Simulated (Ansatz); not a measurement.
The relaxed structure here is a generated cell of Co: the first start was made by a random draw of sites in a space group, and the end was not matched to a known phase here, so it may be hypothetical. Known forms of Co include space group No. 194.

One starting cell of Co (a randomly generated symmetric cell of Co (space group No. 65)) was relaxed twice with Ansatz (plane waves, PAW, scalar-relativistic): with r2SCAN at 500 eV and with PBE at 420 eV. The r2SCAN result:

Co is modelled in the hexagonal space group P6/mmm (No. 191), Pearson symbol hP1. Cell: a = b = 2.433 Å, c = 2.320 Å, α = β = 90.00°, γ = 120.00°. Co on 1a is surrounded by 8 Co at 2.320–2.433 Å. (Neighbours: up to the widest gap in distance over summed covalent radii, below 1.35, at either atom.)

```tsv
quantity	r2SCAN	PBE
space group	P6/mmm	P6/mmm
volume (Å³/atom)	11.89	[?]
a (Å)	2.433	[?]
c (Å)	2.320	[?]
gap (eV, no spin-orbit coupling)	0.00	[?]
spin order	ferromagnetic	[?]
net moment (μB/atom)	1.97	[?]
```

### Question
Fill in the PBE column.

### Answer

- volume (Å³/atom), PBE: 12.02
- a (Å), PBE: 2.452
- c (Å), PBE: 2.309
- gap (eV, no spin-orbit coupling), PBE: 0.00
- spin order, PBE: ferromagnetic
- net moment (μB/atom), PBE: 1.79

Both levels end in the same structure; PBE's volume is 1.1 % larger. Neither column is exact.

Spin states reached: ferromagnetic; spin orders were not searched systematically. r2SCAN tends to overstate moments in metals.

The run could not lose the symmetry of its start, so the end can be a saddle point.

Ansatz is an electronic-structure program.
